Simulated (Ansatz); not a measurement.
PtC:
```
CELL_PARAMETERS angstrom
      0.00000     2.34805     2.34805
      2.34805     0.00000     2.34805
      2.34805     2.34805     0.00000
ATOMIC_POSITIONS crystal
  Pt 0.00000 0.00000 0.00000
  C  0.25000 0.25000 0.25000
```

Relaxed with r²SCAN. Special points in fractions of this cell's reciprocal vectors: Γ (0.000, 0.000, 0.000); X (0.500, 0.000, 0.500); U (0.625, 0.250, 0.625); K (0.375, 0.375, 0.750); L (0.500, 0.500, 0.500); W (0.500, 0.250, 0.750).

Problem. List the band energies nearest the Fermi level at these points for DFT-r²SCAN with spin–orbit coupling in the program Ansatz with PAW potentials.

Solution. In eV from the Fermi level; about four levels below and three above (degenerate sets whole), none deeper than 8.9 eV; … stands for higher levels left out; points with the same levels are listed once.

```csv
k,below,above
Γ,-4.24 -4.24 -4.24 -4.24,3.05 3.05 4.83 4.83 4.83 4.83
X,-0.70 -0.70 -0.48 -0.48,…
U,-3.53 -1.93 -1.89 -0.68,0.04 0.70 0.98
L,-3.45 -3.45 -2.42 -2.42,2.46 2.46 2.48 2.48
W,-2.85 -2.65 -0.93 -0.81,0.80 1.53 …
```

Space group F-43m (zinc blende). The start of the workflow was typed in or built on a structure type; neither database checked (COD, Materials Project) lists it. Its standing as an ambient phase is unchecked. The r²SCAN relaxation kept the symmetry of its start; whether a distortion lowers the energy is not shown. No spin polarisation was allowed. Its formation energy is positive at this level, so the cell may be metastable or incomplete.

Potentials: the earlier of the program's two PAW sets.
